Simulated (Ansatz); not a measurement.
This run works on a proposed trial structure, not on a known crystal.

Input and command of a plane-wave DFT calculation in Ansatz:

```yaml
crystal:
  lattice:
    - [4.2815542481, -0.0020926372, -0.0127368504]
    - [0.0043949751, 7.7518724613, 0.2047774175]
    - [0.0240801616, 2.1964501073, 7.7501201269]
  atoms:
    - { symbol: Sr, position: [0.4999981317, 0.137655032, 0.1973161156] }
    - { symbol: Sr, position: [-9.2033e-06, 0.5541082562, 0.1981530671] }
    - { symbol: Sr, position: [0.5000018683, 0.862344968, 0.8026838844] }
    - { symbol: Sr, position: [1.0000092033, 0.4458917438, 0.8018469329] }
    - { symbol: Al, position: [-8.98e-08, 0.8412341729, 0.4764817957] }
    - { symbol: Al, position: [0.5000020845, 0.3243367153, 0.5386329907] }
    - { symbol: Al, position: [1.0000000898, 0.1587658271, 0.5235182043] }
    - { symbol: Al, position: [0.4999979155, 0.6756632847, 0.4613670093] }
    - { symbol: O, position: [0.9999975889, 0.7125223249, 0.9002845426] }
    - { symbol: O, position: [2.4111e-06, 0.2874776751, 0.0997154574] }
basis:
  ecutwfc: 420
kpoints:
  mp_grid: { grid: [8, 4, 4] }
hamiltonian:
  xc: pbe
scf:
  occupations: { method: gaussian, width: 0.1 }
output:
  forces: true
  stress: true
  eigenvalues: true
relax:
  adjacent_minimum: "off"
  f_tol: 0.01
  max_steps: 30
  cell: { stress_tol: 0.1, fix: [volume] }
```

```bash
ansatz run input.yaml --threads 1 --pin off --max-ram 2560MiB --backend cpu --events-out ev --progress --plain --runs-dir out
```

Processor: AMD EPYC 9R45 96-Core Processor (Zen 5), 1 thread, on a host shared with other jobs.

Problem. How long does it run, and how much memory does it take?

Solution. About 7.1 min, peak memory 0.84 GiB. It solves 42 bands at 68 k points (after reduction by symmetry) with about 5017 plane waves, in 176 SCF iterations over 23 ionic steps.
